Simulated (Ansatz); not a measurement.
Polymorphs of Nb3Sn, each relaxed with plane-wave PAW PBE (Ansatz code):

A: Fm-3m
a = b = c = 6.709 Å, α = β = γ = 90.00°

| atom | site | symmetry | x | y | z |
|---|---|---|---|---|---|
| Sn | 4a | m-3m | 0.0000 | 0.0000 | 0.0000 |
| Nb | 4b | m-3m | 0.5000 | 0.5000 | 0.5000 |
| Nb | 8c | -43m | 0.2500 | 0.2500 | 0.2500 |

B: A15 (Cr3Si type) (Pm-3n)
a = b = c = 5.3191 Å, α = β = γ = 90.00°

```json
[
 {"atom": "Nb", "site": "6c", "symmetry": "-4m.2", "x": "0.0000", "y": "0.5000", "z": "0.2500"},
 {"atom": "Sn", "site": "2a", "symmetry": "m-3.", "x": "0.0000", "y": "0.0000", "z": "0.0000"}
]
```

Task: Order them by energy per atom at 0 K (lowest first) at the level PBE.

Result: B (+0 meV/atom), A (+181 meV/atom)

Constructed cells (a structure type filled with these elements, in neither database checked): A. Not the usual ambient phase: A. All cells were relaxed under the symmetry of their starts (and spin orders); stability against distortions was not tested throughout. Rows with no word on spin ran without spin polarisation. Spin–orbit coupling is left out wherever it is not named.

Energies hold the estimated change up to a 700 eV cutoff; steps of a few meV lie near the error of the meshes.

Potentials: the later of the program's two PAW sets.
